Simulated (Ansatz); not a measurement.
SnO₂ (rutile, P4_2/mnm), DFT-LDA in the program Ansatz with PAW potentials. The conduction-band minimum lies at Γ, with 1 equivalent valley. Second derivatives d²E/dk² of the lowest band at one valley (eV·Å²), along Cartesian directions:

```csv
direction,d²E/dk²
[100],37.20
[010],37.20
[001],42.05
[110],37.20
[101],39.62
[011],39.62
```

Task: Find the principal effective masses, the density-of-states mass and the conductivity mass.

Result: Off-diagonal terms follow from H_xy = H[110] − (H_xx + H_yy)/2, and m*/mₑ = 7.620 eV·Å² over each eigenvalue: 0.18, 0.20, 0.20. One valley's DOS mass (m₁m₂m₃)^(1/3) = 0.20, conductivity mass 3/(Σ 1/mᵢ) = 0.20 mₑ.

Task: What effective density of states Nc follows at 300 K for parabolic valleys?

Result: Nc = 2.509e19 × 1 × (0.20)^(3/2) ≈ 2.2e18 cm⁻³.

Task: With the computed static dielectric constant 12.0 (mean of the diagonal), estimate a hydrogenic donor's binding energy and radius.

Result: E = 13.606 eV × 0.20/12.0² ≈ 19 meV; a = 0.529 Å × ε/m* ≈ 32 Å. Semilocal masses tend to be too small where the gap is.

The LDA relaxation kept the symmetry of its start; phonons on a q-mesh show no instability. Scalar-relativistic: spin–orbit coupling is off unless named, which matters more the heavier the elements.

Potentials: the later of the program's two PAW sets.
